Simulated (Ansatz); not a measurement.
CaZn2Ge2:
```
CaZn2Ge2
1.0
   -2.10889     2.10889     5.29418
    2.10889    -2.10889     5.29418
    2.10889     2.10889    -5.29418
Ge Ca Zn
2 1 2
Direct
  0.38290   0.38290   0.00000
  0.61710   0.61710   0.00000
  0.00000   0.00000   0.00000
  0.75000   0.25000   0.50000
  0.25000   0.75000   0.50000
```

Relaxed with PBEsol. Special points in fractions of this cell's reciprocal vectors: Γ (0.000, 0.000, 0.000); X (0.000, 0.000, 0.500); P (0.250, 0.250, 0.250); N (0.000, 0.500, 0.000); M (0.500, 0.500, -0.500); S (0.290, 0.710, -0.290); S0 (-0.290, 0.290, 0.290); R (-0.079, 0.079, 0.500); G (0.500, 0.500, -0.079).

Problem. List the band energies nearest the Fermi level at these points for PBEsol with spin–orbit coupling in the plane-wave PAW code Ansatz.

Solution. In eV from the Fermi level; about four levels below and three above (degenerate sets whole), none deeper than 8.9 eV; points with the same levels are listed once.

```csv
k,below,above
Γ,-0.09 -0.09 -0.01 -0.01,1.21 1.21 1.94 1.94
X,-3.56 -3.56 -2.29 -2.29,0.11 0.11 1.54 1.54
P,-2.97 -2.97 -2.96 -2.96 -0.60 -0.60,2.66 2.66 2.66 2.66
N,-0.07 -0.07 -0.06 -0.06,1.17 1.17 1.45 1.45
M,-1.46 -1.46 -1.18 -1.18,0.02 0.02 0.03 0.03
S,-2.48 -2.48 -2.05 -2.05,0.41 0.41 0.76 0.76
R,-3.30 -3.30 -2.16 -2.16,0.12 0.12 1.60 1.60
```

Space group I4/mmm. The workflow started from an entry of the Crystallography Open Database (COD). Whether it is the stable phase at ambient conditions was not checked. The cell was relaxed with PBEsol under the symmetry of its start. At this level the phase is dynamically unstable (imaginary phonons).

Potentials: the later of the program's two PAW sets.
